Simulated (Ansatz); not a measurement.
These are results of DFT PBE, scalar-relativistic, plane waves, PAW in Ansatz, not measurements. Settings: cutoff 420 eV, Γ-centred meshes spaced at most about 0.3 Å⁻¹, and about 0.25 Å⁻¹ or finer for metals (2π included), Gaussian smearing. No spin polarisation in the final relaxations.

Temperature and zero-point effects are left out. All come from trial cells, and lower structures may exist.

Question: These unrelaxed guesses for Cd2SnO3 are each relaxed within their symmetry. Order them by the energy at which they end, lowest first.
A.

```
Cd Sn O
1.0
     3.28580    0.00000    0.00000
     0.00000    3.28580    0.00000
     0.00000    0.00000   10.98378
Cd Sn O
2 1 3
Direct
  0.50000 0.50000 0.84736
  0.50000 0.50000 0.15264
  0.50000 0.50000 0.50000
  0.00000 0.00000 0.00000
  0.00000 0.00000 0.71455
  0.00000 0.00000 0.28545
```

B.

```
Cd Sn O
1.0
     2.43754   -5.15705    0.00000
     2.43754    5.15705    0.00000
     0.00000    0.00000    3.83869
Cd Sn O
2 1 3
Cartesian
  2.4375 -1.5984 1.9193
  2.4375 1.5984 1.9193
  0.0000 0.0000 0.0000
  2.4375 3.6575 1.9193
  2.4375 -3.6575 1.9193
  2.4375 0.0000 0.0000
```

C.

```
Cd Sn O
1.0
     3.47991    0.00000    0.00000
     0.00000    3.47991    0.00000
     0.00000    0.00000    8.48295
Cd Sn O
2 1 3
Direct
  0.00000 0.00000 0.00948
  0.50000 0.50000 0.49382
  0.50000 0.50000 0.16581
  0.00000 0.00000 0.67095
  0.00000 0.00000 0.32576
  0.50000 0.50000 0.83418
```

D.

```
Cd Sn O
1.0
     2.61562   -4.38265    0.00000
     2.61562    4.38265    0.00000
     0.00000    0.00000    4.10779
Cd Sn O
2 1 3
Direct
  0.00000 0.50000 0.50000
  0.50000 0.00000 0.50000
  0.50000 0.50000 0.00000
  0.16013 0.83987 0.00000
  0.83987 0.16013 0.00000
  0.00000 0.00000 0.50000
```

Answer: C (ends in P4mm, 0 meV/atom), B (ends in Cmmm, 145 meV/atom), A (ends in P4/mmm, 0.47 eV/atom), D (ends in Cmmm, 0.63 eV/atom).

Cells relaxed within their symmetry can be saddle points. Some types were kept out of the candidates beforehand, so the set may lack a known form.
